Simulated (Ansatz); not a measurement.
A generator proposed this cell of AlRu.

```cif
data_structure
_symmetry_space_group_name_H-M 'P 1'
_symmetry_Int_Tables_number 1
_cell_length_a 3.1317
_cell_length_b 3.1317
_cell_length_c 3.1317
_cell_angle_alpha 90.000
_cell_angle_beta 90.000
_cell_angle_gamma 90.000
_cell_volume 30.71
loop_
_atom_site_label
_atom_site_type_symbol
_atom_site_fract_x
_atom_site_fract_y
_atom_site_fract_z
_atom_site_occupancy
Al1 Al 0.00000 0.00000 0.00000 1
Ru1 Ru 0.50000 0.50000 0.50000 1
```

Computed with DFT PBE, scalar-relativistic, plane waves, PAW (Ansatz). Settings: cutoff 420 eV, Γ-centred mesh 6×6×6 on the computed 2-atom cell, Gaussian smearing of 0.10 eV; no spin polarisation.

Energies over the elements count from the elements' standard structures at the same level, with no fitted energy shifts.

Task: What does a single point on this coarse mesh give?

Result: The pressure is -19.3 GPa (it wants to contract), the largest force is 0.00 eV/Å (symmetry fixes the atoms), and the energy is −0.51 eV/atom against the elements. The shortest distance is 2.71 Å.

Task: Is it a good guess?

Result: A fair one: relaxing gains about 0.13 eV/atom (the start's value is from the coarse mesh, so the gain is rough) in 7 ionic steps and ends at −0.64 eV/atom on the finer mesh. The symmetry stays Pm-3m (No. 221). The end has the caesium chloride type. The volume per atom shrinks by 11.8 %, from 15.4 to 13.6 Å³. The shortest distance goes from 2.71 Å (Al–Ru) to 2.60 Å (Al–Ru). Conventional cell: a = 3.004 Å. Al is surrounded by 8 Ru at 2.60 Å and 6 Al at 3.00 Å; around Ru lie 8 Al at 2.60 Å and 6 Ru at 3.00 Å.

The last run used an 18×18×18 mesh for its 2-atom cell and Gaussian smearing of 0.10 eV. The relaxation can't lower the symmetry of the start, and the grade says only how near the guess is to its own end. A structure relaxed within its symmetry needn't be a true minimum.
